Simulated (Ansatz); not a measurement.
CsPbCl3 (cubic perovskite)

```yaml
crystal:
  lattice:
    - [5.67354, 0.00000, 0.00000]
    - [0.00000, 5.67354, 0.00000]
    - [0.00000, 0.00000, 5.67354]
  atoms:
    - { symbol: Cs, position: [0.00000, 0.00000, 0.00000] }
    - { symbol: Pb, position: [0.50000, 0.50000, 0.50000] }
    - { symbol: Cl, position: [0.00000, 0.50000, 0.50000] }
    - { symbol: Cl, position: [0.50000, 0.50000, 0.00000] }
    - { symbol: Cl, position: [0.50000, 0.00000, 0.50000] }
```

The slice is a {110} plane (indices of the conventional cell) through the point (0.000, 0.000, 0.000) (fractional), spanned by u = [100] and v = [011] in vectors of this cell: u (5.67 Å) and v (8.02 Å, at 90° to u). It covers one period; positions are fractions (u, v).

These are r2SCAN (plane waves to 500 eV, PAW, scalar-relativistic; Ansatz, a quantum-chemistry and plane-wave program) values and carry that method's errors. k mesh 6×6×6. These are valence fields of a PAW run, semicore shells included where kept as valence: close to a nucleus they are smooth pseudo fields. CsPbCl3 was relaxed with its symmetry unable to fall. Spin-orbit coupling is left out, though Pb is heavy. The PAW data are Ansatz's earlier set. This is a high-temperature form of CsPbCl3.

**Question.** Sketch the valence electron density on this plane as a map.

**Answer.** 
```
v \ u  0.00  0.12  0.24  0.35  0.47  0.59  0.71  0.82  0.94
-----  ----  ----  ----  ----  ----  ----  ----  ----  ----
0.88   -0.1  -0.4  -1.2  -1.9  -1.9  -2.0  -1.7  -0.8  -0.2
0.75   -1.6  -1.7  -1.9  -1.7  -1.5  -1.5  -1.9  -1.9  -1.6
0.62   -0.3  -0.6  -1.1  -0.7  -0.2  -0.4  -1.1  -0.9  -0.4
0.50   -0.5   0.2  -0.6   0.2   0.9   0.6  -0.4  -0.2   0.1
0.38   -0.3  -0.6  -1.1  -0.7  -0.2  -0.4  -1.1  -0.9  -0.4
0.25   -1.6  -1.7  -1.9  -1.7  -1.5  -1.5  -1.9  -1.9  -1.6
0.12   -0.1  -0.4  -1.2  -1.9  -1.9  -2.0  -1.7  -0.8  -0.2
0.00   -3.0   0.1  -0.6  -1.8  -2.4  -2.3  -1.3  -0.1  -0.6
```

Values: log₁₀ of the valence density in e/Å³. The scale is logarithmic, as a density can span decades between atoms and voids; values under 0.001 e/Å³ are set to 0.001.
